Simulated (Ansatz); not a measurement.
One crystal and one scan (energy against volume) at two levels, PBE (plane waves to 420 eV, PAW, scalar-relativistic; Ansatz, an electronic-structure program) and PBEsol (plane waves to 420 eV, PAW, scalar-relativistic; Ansatz), each from its own relaxed cell and on its own mesh. The cell shown is that of PBE.

SiO2 (rutile)

```
CELL_PARAMETERS angstrom
      4.23616     0.00000     0.00000
      0.00000     4.23616     0.00000
      0.00000     0.00000     2.69045
ATOMIC_POSITIONS crystal
  Si 0.50000 0.50000 0.50000
  Si 0.00000 0.00000 0.00000
  O  0.80699 0.80699 0.50000
  O  0.30699 0.69301 0.00000
  O  0.69301 0.30699 0.00000
  O  0.19301 0.19301 0.50000
```

This relaxed cell (volume V₀) is scaled evenly in all directions, its shape held. The atoms relax within the cell's symmetry.

The energy includes the smearing's −TS. SiO2 was relaxed with its symmetry unable to fall. With the shape held, the modulus is that of even scaling; a crystal free to change shape is softer. Percentages come from the unrounded values.

Results of PBE:

| Quantity | Value |
|---|---|
| Lattice constant a (Å) | 4.236 |
| Lattice constant c (Å) | 2.690 |
| Relaxed volume (Å³/atom) | 8.05 |
| Band gap of the relaxed cell, no spin-orbit coupling (eV) | 5.04 |
| Bulk modulus at fixed cell shape B₀ (third-order Birch-Murnaghan fit) (GPa) | 276.9 |

Estimate the PBEsol values.


```csv
quantity,PBEsol,PBE − PBEsol
Lattice constant a (Å),4.195,+0.041 (+1.0 %)
Lattice constant c (Å),2.678,+0.012 (+0.4 %)
Relaxed volume (Å³/atom),7.85,+0.20 (+2.5 %)
"Band gap of the relaxed cell, no spin-orbit coupling (eV)",5.35,-0.31 (-5.9 %)
Bulk modulus at fixed cell shape B₀ (third-order Birch-Murnaghan fit) (GPa),296.9,-20.0 (-6.7 %)
```

PBE gives the higher value for: lattice constant a; lattice constant c; relaxed volume. PBE gives the lower value for: band gap of the relaxed cell, no spin-orbit coupling; bulk modulus at fixed cell shape B₀. Neither level is exact: the differences show how much the result hangs on the functional.

(A scan under strain: stresses follow from slopes of the energy per volume, elastic moduli from its curvatures.)
